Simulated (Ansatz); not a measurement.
Crystals of one structure type (zinc blende) and one family of elements, relaxed and computed with LDA (plane waves, PAW; program Ansatz).

```json
[
 {"crystal": "InP", "K_Hill (GPa)": "71.3", "G_Hill (GPa)": "34.0"},
 {"crystal": "GaAs", "K_Hill (GPa)": "74.4", "G_Hill (GPa)": "46.0"},
 {"crystal": "AlAs", "K_Hill (GPa)": "75.6", "G_Hill (GPa)": "41.3"},
 {"crystal": "GaP", "K_Hill (GPa)": "90.1", "G_Hill (GPa)": "?"},
 {"crystal": "BAs", "K_Hill (GPa)": "147", "G_Hill (GPa)": "134"},
 {"crystal": "BP", "K_Hill (GPa)": "176", "G_Hill (GPa)": "169"}
]
```

### Question
Fit a straight line to ln G against ln K and predict the withheld value.

### Answer
Least squares on the 5 shown rows: ln G = 1.69 × ln K + (-3.574), with a scatter of 8 %. For GaP this gives 56.4. The run itself gave 56.0, within the scatter.

All cells were relaxed under the symmetry of their starts (and spin orders); stability against distortions was not tested throughout. Spin–orbit coupling is left out wherever it is not named.

Potentials: the later of the program's two PAW sets.
